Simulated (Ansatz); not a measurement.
The start is a randomly generated symmetric cell of ZnCu2SnS4 (space group No. 119). The cell and all atomic positions are relaxed at zero pressure with r2SCAN (plane waves to 500 eV, PAW, scalar-relativistic; Ansatz, a quantum-chemistry and plane-wave program). The first steps use a coarse 7×7×7 k-mesh.

Initial structure:
```yaml
crystal:
  lattice:
    - [-2.33655, 2.33655, 7.64210]
    - [2.33655, -2.33655, 7.64210]
    - [2.33655, 2.33655, -7.64210]
  atoms:
    - { symbol: Cu, position: [0.54323, 0.04323, 0.50000] }
    - { symbol: Cu, position: [0.95677, 0.45677, 0.50000] }
    - { symbol: S, position: [0.50000, 0.50000, 0.00000] }
    - { symbol: S, position: [0.77734, 0.77734, 0.00000] }
    - { symbol: S, position: [0.22266, 0.22266, 0.00000] }
    - { symbol: S, position: [0.75000, 0.25000, 0.50000] }
    - { symbol: Sn, position: [0.25000, 0.75000, 0.50000] }
    - { symbol: Zn, position: [0.00000, 0.00000, 0.00000] }
```

What is the largest force in the starting geometry, and on which atom (counted from 1)?

About 0.5 eV/Å, on S4, S5 (atoms numbered as listed).

How do the shortest distances between atoms change?

The closest pairs of elements (up to four, under 3.6 Å), start → end: S–Zn 3.30 → 2.24 Å; S–S 2.37 → 2.65 Å; S–Sn 2.37 → 2.65 Å; Cu–S 2.43 → 2.39 Å.

What band gap does the relaxed structure have at this level?

No gap (metallic).

The space group stays I-4m2 (No. 119) (the run could not lower it), with 8 atoms in the primitive cell. Final values are on a 13×13×13 k-mesh of the relaxed cell. No spin polarisation in the result.

The run could not lower the symmetry of its start; a shaken copy of this end point relaxes with r2SCAN to P1 (No. 1), 0.60 eV/atom lower.

The relaxed structure here is a generated cell of ZnCu2SnS4: the first start was made by a random draw of sites in a space group, and the end was not matched to a known phase here, so it may be hypothetical. Known forms of ZnCu2SnS4 include space group No. 82.
